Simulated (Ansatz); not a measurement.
HfZrS4: vibrational free energy, entropy and heat capacity

Computed with Ansatz 0.2.0, DFT PBE, scalar-relativistic, plane waves, PAW. Settings: 420 eV plane-wave cutoff, Γ-centred 12×12×2 mesh, fixed occupations. No spin polarisation. Phonons by linear response, acoustic sum rule imposed.

Relaxed structure:
```
Zr Hf S
1.0
     3.66817    0.00000    0.00000
    -1.83408    3.17673    0.00000
     0.00000    0.00000   13.58935
Zr Hf S
1 1 4
Direct
  0.00000 0.00000 0.00000
  0.00000 0.00000 0.50000
  0.66667 0.33333 0.39410
  0.66667 0.33333 0.89283
  0.33333 0.66667 0.10717
  0.33333 0.66667 0.60590
```

The structure comes from a generated guess, relaxed at this level; another structure or a mixture of phases may lie lower. Spin–orbit coupling is left out, which matters for heavy elements. The q mesh is coarse, so values between its points are rough. Modes under 40 cm⁻¹ are poorly fixed. No dispersion correction is applied, so modes and constants that involve weak contacts between layers, chains or molecules come out too soft.

Force constants from linear response on a 2×2×1 q mesh, interpolated to a fine mesh.

Question: Give the zero-point energy per atom.

Answer: 38.2 meV.

Question: How large are the vibrational entropy and heat capacity at 300 K?

Answer: S = 3.63 k_B and C_V = 2.73 k_B per atom, 91 % of the Dulong–Petit value.

Question: Tabulate them against temperature.

Answer:
```
T (K)  F_vib (meV/atom)  S (k_B/atom)  C_V (k_B/atom)
  100              34.2          1.15            1.56
  200              17.9          2.57            2.46
  300              -9.0          3.63            2.73
  400             -43.9          4.43            2.85
  500             -85.0          5.07            2.90
  600            -131.0          5.61            2.93
  700            -181.4          6.06            2.95
  800            -235.3          6.45            2.96
  900            -292.4          6.80            2.97
 1000            -352.4          7.12            2.97
```
